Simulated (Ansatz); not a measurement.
AlN (wurtzite)

```
CELL_PARAMETERS angstrom
      3.12980     0.00000     0.00000
     -1.56490     2.71049     0.00000
      0.00000     0.00000     5.01733
ATOMIC_POSITIONS crystal
  Al 0.66667 0.33333 0.00337
  Al 0.33333 0.66667 0.50337
  N  0.66667 0.33333 0.62183
  N  0.33333 0.66667 0.12183
```

This relaxed cell (volume V₀) is scaled evenly in all directions, its shape held. The atoms relax within the cell's symmetry.

Computed with PBE (plane waves to 420 eV, PAW, scalar-relativistic; Ansatz, a first-principles code). k mesh 12×12×7 (Γ-centred), Fermi-Dirac smearing 0.05 eV. The energy includes the smearing's −TS. Compression counts positive. With the shape held, the modulus is that of even scaling; a crystal free to change shape is softer. AlN was relaxed with its symmetry unable to fall. The PAW data are Ansatz's earlier set. ΔE is measured from the relaxed starting cell.

```
V (Å³/atom)  ΔE (meV/atom)
-----------  -------------
8.938                218.3
9.222                144.2
9.506                 87.9
9.790                 47.2
10.073                20.0
10.357                 4.8
10.641                 0.0
10.925                 4.4
11.208            withheld
11.492                36.3
11.776                61.9
12.060                92.9
12.343               128.7
```

**Question.** Fit a third-order Birch-Murnaghan form (E₀, V₀, B₀, B₀′ free) to the given rows and predict ΔE at V = 11.208.

**Answer.** Least squares on the 12 given rows: ΔE = E₀ + (9V₀B₀/16)·y²·[2 + (B₀′ − 4)y], y = (V₀/V)^(2/3) − 1, with V₀ = 10.642 Å³/atom, B₀ = 193.3 GPa (160.2 GPa = 1 eV/Å³; the term in eV is multiplied by 1000), B₀′ = 3.90, E₀ = 0.05 meV/atom; root-mean-square residual 0.10 meV/atom. At 11.208 the fit gives 16.7 meV/atom; the calculation gives 16.8 meV/atom, so the interpolation is off by -0.1 (-0.6 %). For the pressure the fit gives -9.1 GPa against the computed -9.1 GPa.

(A scan under strain: stresses follow from slopes of the energy per volume, elastic moduli from its curvatures.)
